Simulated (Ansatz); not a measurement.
The end point of a relaxation of Ti3Al. Calculation: PBE (plane waves to 420 eV, PAW, scalar-relativistic; Ansatz, an electronic-structure program).

```
CELL_PARAMETERS angstrom
      5.75577     0.00000     0.00000
     -2.87788     4.98464     0.00000
      0.00000     0.00000     4.65402
ATOMIC_POSITIONS crystal
  Ti 0.83031 0.66061 0.25000
  Ti 0.16969 0.83031 0.75000
  Ti 0.33939 0.16969 0.25000
  Ti 0.16969 0.33939 0.75000
  Ti 0.83031 0.16969 0.25000
  Ti 0.66061 0.83031 0.75000
  Al 0.33333 0.66667 0.25000
  Al 0.66667 0.33333 0.75000
```

Find the space group and the Wyckoff positions (tolerance 0.01 Å).

Space group P6₃/mmc (No. 194); a = b = 5.7558 Å, c = 4.6540 Å, α = β = 90.00°, γ = 120.00°

```
atom  site  symmetry       x       y       z
----  ----  --------  ------  ------  ------
Ti      6h       mm2  0.3394  0.1697  0.2500
Al      2c      -6m2  0.3333  0.6667  0.2500
```

This is the AFLOW prototype A3B_hP8_194_h_c (D0_19, as in Ni3Sn).

Give the shortest distances between elements (the closest pairs, up to four, under 3.6 Å).

Ti–Ti 2.83 Å; Al–Ti 2.84 Å.

- Volume per atom = 16.69 Å³
- Density = 4.24 g/cm³
- Band gap = zero (metallic)

No spin polarisation in the result.

The run could not lose the symmetry of its start; a randomly shaken copy of 8 atoms returns to this structure.
